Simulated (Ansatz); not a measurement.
**Phonons of ZrC (rocksalt structure)**

Computed with Ansatz (plane waves, PAW, 420 eV cutoff): PBEsol, scalar-relativistic, no spin polarisation, Gaussian smearing of 0.15 eV. The datasets are Ansatz's generated set soft_2.

```yaml
crystal:
  lattice:
    - [0.00000, 2.33448, 2.33448]
    - [2.33448, 0.00000, 2.33448]
    - [2.33448, 2.33448, 0.00000]
  atoms:
    - { symbol: Zr, position: [0.50000, 0.50000, 0.50000] }
    - { symbol: C, position: [0.00000, 0.00000, 0.00000] }
```

The start was a prototype's sites filled with these elements; the Crystallography Open Database holds the compound in this structure.

Force constants come from finite displacements in a 3×3×3 supercell (the unit cell's 12×12×12 k-mesh, folded to it); the long-range dipole term is not included. Points in reciprocal vectors of this cell: Γ = (0.000, 0.000, 0.000), X = (0.500, 0.000, 0.500), U = (0.625, 0.250, 0.625), K = (0.375, 0.375, 0.750), L = (0.500, 0.500, 0.500), W = (0.500, 0.250, 0.750).

Frequencies at the named points (cm⁻¹, imaginary ones negative):
| point | ω (cm⁻¹) |
| --- | --- |
| Γ | 0 0 0 433 433 433 |
| X | 207 207 259 453 453 543 |
| U | 209 253 260 499 539 565 |
| K | 209 253 260 499 539 565 |
| L | 197 197 332 536 536 695 |
| W | 244 244 248 524 524 568 |

Q: Is the structure dynamically stable along this path, and where does the spectrum end?

A: Yes: no branch is imaginary beyond numerical noise. The highest frequency is 695 cm⁻¹, at L. Points that don't fit the supercell are interpolated.

Q: What does the harmonic approximation give for the vibrational free energy, entropy and heat capacity?

A: Zero-point energy 69.8 meV/atom.
| T (K) | F_vib (meV/atom) | S (J/K per mole of atoms) | C_V (J/K per mole of atoms) |
| --- | --- | --- | --- |
| 100 | 69.0 | 2.9 | 6.4 |
| 200 | 62.4 | 10.0 | 14.3 |
| 300 | 48.4 | 16.7 | 18.8 |
| 400 | 28.0 | 22.5 | 21.1 |
| 500 | 2.1 | 27.4 | 22.3 |
| 600 | -28.5 | 31.5 | 23.1 |
| 700 | -63.0 | 35.1 | 23.5 |
| 800 | -101.0 | 38.3 | 23.9 |
| 900 | -142.2 | 41.1 | 24.1 |
| 1000 | -186.1 | 43.6 | 24.2 |

The highest mode, 695 cm⁻¹, is worth 1000 K. At 300 K the heat capacity has reached 75 % of the classical limit 3R = 24.9 J/K per mole of atoms, since the stiffer modes are still partly frozen out.

The crystal is a metal or nearly so; low and unstable modes depend on mesh and smearing.

Cost: 3.1 min on 4 threads of Arm Neoverse V1, with other jobs on the host, peak memory 4.3 GiB.
